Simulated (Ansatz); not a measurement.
BaHCl:
```cif
data_H2Ba2Cl2
_chemical_formula_sum 'Ba2 H2 Cl2'
_space_group_name_H-M_alt 'P4/nmm :1'
_space_group_IT_number 129
_space_group_name_Hall 'P 4ab 2ab -1ab'
_cell_length_a 4.40039
_cell_length_b 4.40039
_cell_length_c 7.23578
_cell_angle_alpha 90.000
_cell_angle_beta 90.000
_cell_angle_gamma 90.000
loop_
_space_group_symop_operation_xyz
  'x, y, z'
  '-y+1/2, x+1/2, z'
  '-x, -y, z'
  'y+1/2, -x+1/2, z'
  'x+1/2, -y+1/2, -z'
  '-y, -x, -z'
  '-x+1/2, y+1/2, -z'
  'y, x, -z'
  '-x+1/2, -y+1/2, -z'
  'y, -x, -z'
  'x+1/2, y+1/2, -z'
  '-y, x, -z'
  '-x, y, z'
  'y+1/2, x+1/2, z'
  'x, -y, z'
  '-y+1/2, -x+1/2, z'
loop_
_atom_site_label
_atom_site_type_symbol
_atom_site_symmetry_multiplicity
_atom_site_Wyckoff_symbol
_atom_site_fract_x
_atom_site_fract_y
_atom_site_fract_z
_atom_site_occupancy
Ba1 Ba 2 c 0.50000 0.00000 0.20750 1
H1 H 2 a 0.00000 0.00000 0.00000 1
Cl1 Cl 2 c 0.00000 0.50000 0.34608 1
```

Relaxed with r²SCAN. The program Ansatz at the r²SCAN level (PAW) gives a gap of 3.79 eV.

Question: What gap does HSE06 give on the same cell (Ansatz, PAW)?

Answer: 4.52 eV, 0.73 eV more. The hybrid was solved on a coarser mesh and at special points; the gap given is the minimum over both.

Cost on shared cores: the r²SCAN run (SCF on a 6×6×4 mesh, then bands and DOS) roughly 100 core-seconds, the HSE06 run (SCF on 4×4×3, then a few points) very roughly 90 core-seconds; the tasks are unlike.

The first step of the workflow began from a Materials Project structure, measured or hypothetical; the Crystallography Open Database files this formula in space group No. 129, but the cells were not matched. Whether it is the stable phase at ambient conditions was not checked. The r²SCAN relaxation kept the symmetry of its start; whether a distortion lowers the energy is not shown. Spin–orbit coupling is left out wherever it is not named.

Potentials: the later of the program's two PAW sets.
